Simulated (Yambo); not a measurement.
Yambo run on GaN (wurtzite, space group P6_3mc, No. 186). The wavefunctions are PBE (stringent potentials; Quantum ESPRESSO, PseudoDojo norm-conserving, 114 Ry, without SOC) ones on a 6×6×2 mesh (26 occupied bands); a = b = 3.1838 Å, c = 5.1867 Å, α = β = 90.00°, γ = 120.00°.

Yambo input:

```
rim_cut
gw0
dyson
el_el_corr
HF_and_locXC
ppa
em1d
RandQpts= 1000000
RandGvec= 1 Ry
EXXRLvcs= 114 Ry
VXCRLvcs= 456 Ry
Chimod= "HARTREE"
% BndsRnXp
 9 | 119 |
%
NGsBlkXp= 15 Ry
% LongDrXp
 1.0 | 1.0 | 1.0 |
%
PPAPntXp= 27.2114 eV
% GbndRnge
 1 | 119 |
%
GTermKind= "BG"
DysSolver= "n"
ExtendOut
% QPkrange
 1 | 1 | 26 | 27 |
%
```

k points by index: 1 = Γ.

The o-*.qp file then holds:

```
#    K-point    Band    Eo [eV]    E [eV]    E-Eo [eV]    Vxc [eV]    Vnlxc [eV]    Sc|Eo [eV]    Sc|E [eV]    dSc/dw|Eo [eV]    Re(Z)    Im(Z)
#
    1    26    0.000000    -0.536227    -0.536227    -19.11411    -22.50548    2.713228    2.855135    -7.200115    0.790763    -0.001135
    1    27    1.962722    2.414566    0.451844    -14.20054    -10.10236    -3.544902    -3.646337    -6.107830    0.816686    -0.994383E-3
```
(The two width columns are left out.) Convergence of these settings isn't established.

Geometry relaxed with PBEsol.
